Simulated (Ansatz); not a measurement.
**GaN: how the phase sets the permittivity**

Plane-wave DFT in Ansatz, LDA, scalar-relativistic PAW potentials, cutoff 420 eV, no spin-orbit coupling; no spin polarisation. Each structure of GaN was relaxed within its symmetry; other phases aren't compared here. ε∞ and ε0 (at fixed strain) come from linear response and are means of the diagonal.

| space group | atoms in cell | V (Å³/atom) | gap on mesh (eV) | ε∞ | lowest optical mode at Γ (cm⁻¹) |
| --- | --- | --- | --- | --- | --- |
| F-43m | 2 | 11.06 | 1.96 | 5.77 | 553 |
| P6_3mc | 4 | 11.05 | 2.13 | 5.71 | 140 |

Order them by energy. Which have a polar axis, which are stable at Γ, and what static permittivity does each have?

P6_3mc 0 meV/atom, polar space group, stable at Γ, ε0 = 10.1; F-43m 6 meV/atom, no unique polar axis, stable at Γ, ε0 = 10.1. A polar space group allows a spontaneous polarisation; whether it can be switched wasn't computed. Without a unique polar axis or an inversion centre, and so allowed to be piezoelectric but not ferroelectric: F-43m. The mean ε0 hardly changes. Stability at Γ doesn't rule out soft modes elsewhere in the zone; Kohn–Sham gaps are too small and ε∞ as a rule too large. In thin films and nanowires, surface energy, strain and dopants can hold a phase that lies tens of meV per atom above the lowest. Meshes differ between cells, which leaves about 2 meV/atom open.

Cost: about 24 core-minutes for the runs cited, on Intel Xeon Platinum 8259CL (Skylake/Cascade Lake), Intel Xeon Platinum 8488C (Sapphire Rapids) (shared hosts).